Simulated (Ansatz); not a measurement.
Data:

LuTe:
```cif
data_LuTe
_chemical_formula_sum 'Te1 Lu1'
_space_group_name_H-M_alt 'P 1'
_space_group_IT_number 1
_cell_length_a 4.20706
_cell_length_b 4.20706
_cell_length_c 4.20706
_cell_angle_alpha 60.000
_cell_angle_beta 60.000
_cell_angle_gamma 60.000
loop_
_space_group_symop_operation_xyz
  'x, y, z'
loop_
_atom_site_label
_atom_site_type_symbol
_atom_site_fract_x
_atom_site_fract_y
_atom_site_fract_z
_atom_site_occupancy
Te1 Te 0.50000 0.50000 0.50000 1
Lu1 Lu 0.00000 0.00000 0.00000 1
```

This is the PBEsol-relaxed structure.

### Question
All from the program Ansatz at the PBEsol level (PAW), unless another level is named. Estimate the bulk modulus (Birch–Murnaghan fit).

### Answer
731 kbar.

### Question
Next, the elastic constants (relaxed ions, GPa)?

### Answer
C11 = 191, C12 = 14.1, C44 = 3.9.

Space group Fm-3m (rock salt). The workflow started from an entry of the Crystallography Open Database (COD). Whether it is the stable phase at ambient conditions was not checked. The cell was relaxed with PBEsol under the symmetry of its start; whether a distortion lowers the energy is not shown. With an odd number of electrons in the cell and no spin polarisation, the count alone makes it a metal. As this level gives no gap, shear constants depend on the k-mesh and smearing (Fermi–Dirac, 0.1 eV here). Spin–orbit coupling is left out wherever it is not named.

Potentials: the later of the program's two PAW sets.
